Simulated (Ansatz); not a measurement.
Level of theory: DFT PBE, scalar-relativistic, plane waves, PAW (Ansatz 0.2.0). All cells share a 420 eV cutoff and Γ-centred k meshes spaced at most about 0.3 Å⁻¹ (about 0.25 or finer for metals, 2π included). No spin polarisation in the final relaxations.

Temperature and zero-point effects are left out.

Two forms of TiH5 were relaxed alike.

1.

```cif
data_structure
_symmetry_space_group_name_H-M 'I4/mmm'
_symmetry_Int_Tables_number 139
_cell_length_a 3.6348
_cell_length_b 3.6348
_cell_length_c 5.2581
_cell_angle_alpha 90.000
_cell_angle_beta 90.000
_cell_angle_gamma 90.000
_cell_volume 69.47
loop_
_atom_site_label
_atom_site_type_symbol
_atom_site_symmetry_multiplicity
_atom_site_Wyckoff_symbol
_atom_site_fract_x
_atom_site_fract_y
_atom_site_fract_z
_atom_site_occupancy
Ti1 Ti 2 a 0.00000 0.00000 0.00000 1
H1 H 4 e 0.00000 0.00000 0.33106 1
H2 H 4 d 0.00000 0.50000 0.25000 1
H3 H 2 b 0.50000 0.50000 0.00000 1
```

2.

```cif
data_structure
_symmetry_space_group_name_H-M 'F-43m'
_symmetry_Int_Tables_number 216
_cell_length_a 4.8565
_cell_length_b 4.8565
_cell_length_c 4.8565
_cell_angle_alpha 90.000
_cell_angle_beta 90.000
_cell_angle_gamma 90.000
_cell_volume 114.54
loop_
_atom_site_label
_atom_site_type_symbol
_atom_site_symmetry_multiplicity
_atom_site_Wyckoff_symbol
_atom_site_fract_x
_atom_site_fract_y
_atom_site_fract_z
_atom_site_occupancy
Ti1 Ti 4 d 0.25000 0.25000 0.75000 1
H1 H 16 e 0.37582 0.12418 0.37582 1
H2 H 4 b 0.50000 0.00000 0.00000 1
```

Question: Which is lower in energy, and by how much?

Answer: Cell 2 is lower, by 172 meV/atom. Cell 1 has space group I4/mmm (No. 139), 5.8 Å³/atom and no gap on its mesh; cell 2 has space group F-43m (No. 216), 4.8 Å³/atom and no gap. Counting H atoms around Ti (those within 1.25 times the shortest such distance or 1.15 times the sum of covalent radii), cell 1 has Ti 2 and cell 2 has Ti 16. Cell 1 holds H–H units of three or more atoms (shortest 0.89 Å); in cell 2 the shortest H–H distance is 1.71 Å. The denser one is the lower, and pressure would at first widen the difference. Even the lower one lies +0.33 eV/atom against the reference forms of the elements (uncorrected), so neither is stable at this level. In cell 1, Ti is surrounded by 2 H at 1.74 Å; H on a site of symmetry 4mm has 1 H at 0.89 Å, 1 Ti at 1.74 Å, 1 H at 1.78 Å and 4 H at 1.87 Å; H on a site of symmetry -4m2 is surrounded by 4 H at 1.87 Å (long contacts); 1 more site not described. In cell 2, Ti is surrounded by 16 H at 2.01–2.10 Å; H on a site of symmetry 3m has 6 H at 1.71–1.73 Å, 3 Ti at 2.01 Å and 3 H at 2.01 Å; around H on a site of symmetry -43m lie 12 H at 2.01 Å and 4 Ti at 2.10 Å. Both come from invented guesses.

With hydrogen, zero-point motion can shift such differences by 10 meV/atom or more. A magnetic state wasn't ruled out in cells without spin, among them I4/mmm. Cells relaxed within their symmetry can be saddle points.
